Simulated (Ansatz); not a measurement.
Computed properties of SiC

SiC:
```
CELL_PARAMETERS angstrom
      5.78741     0.00000     0.00000
      0.00000     3.12484     0.00000
      0.00000     0.00000     5.18329
ATOMIC_POSITIONS crystal
  Si 0.15934 0.25000 0.40434
  Si 0.34066 0.75000 0.90434
  Si 0.84066 0.75000 0.59566
  Si 0.65934 0.25000 0.09566
  C  0.82350 0.25000 0.39684
  C  0.67650 0.75000 0.89684
  C  0.17650 0.75000 0.60316
  C  0.32350 0.25000 0.10316
```

Space group Pnma (No. 62); conventional cell a = 5.7874 Å, b = 3.1248 Å, c = 5.1833 Å, α = 90.00°, β = 90.00°, γ = 90.00°.

Method: the program Ansatz at the r²SCAN level (PAW). Structure relaxed to zero pressure with the same functional. Other levels are named where they apply.

### Cell and energy

| Item | Result |
|---|---|
| Volume per atom | 11.72 Å³ |
| Density | 2.84 g/cm³ |
| Formation energy from the elements (no fitted shifts) | -0.096 eV/atom |

### Electronic structure

| Property | Value |
|---|---|
| Band gap | 3.02 eV (indirect) |
| Valence-band maximum | off the standard path, at k = (0.138, -0.060, 0.000) |
| Conduction-band minimum | at U (k = 0.500, 0.000, 0.500) |
| Smallest direct gap on the standard path | 3.56 eV |
| Weight of the conduction-edge state by species (Voronoi cells) | Si 63 %, C 37 % |
| Hole effective mass | 0.54, 0.58, 1.6 mₑ (principal values) |
| Weight of the valence-edge state by species (Voronoi cells) | C 79 %, Si 21 % |
| HSE06 gap on the r²SCAN cell | 3.59 eV |

### Mechanics

| Item | Result |
|---|---|
| Elastic constants (relaxed ions, GPa) | C11 = 181, C22 = 446, C33 = 375, C12 = 76.0, C13 = 170, C23 = 103, C44 = 145, C55 = 157, C66 = 96.2 |
| Mechanical stability | stable (all eigenvalues of C positive) |
| Hill bulk and shear moduli | 173 and 108 GPa |
| Young's modulus | 269 GPa |
| Poisson's ratio | 0.24 |
| Debye temperature from the elastic constants | 898 K |

### Charges

| Quantity | Value |
|---|---|
| Bader charges | Si +2.89, C -2.89 e |

The start of the workflow was typed in or built on a structure type; neither database checked (COD, Materials Project) lists it. It is not the phase usual at ambient conditions (space group No. 186, 216). The r²SCAN relaxation kept the symmetry of its start; its stability against distortions is not shown here. The references are the lowest solids computed at this level, not always the standard phases.

Potentials: the later of the program's two PAW sets.
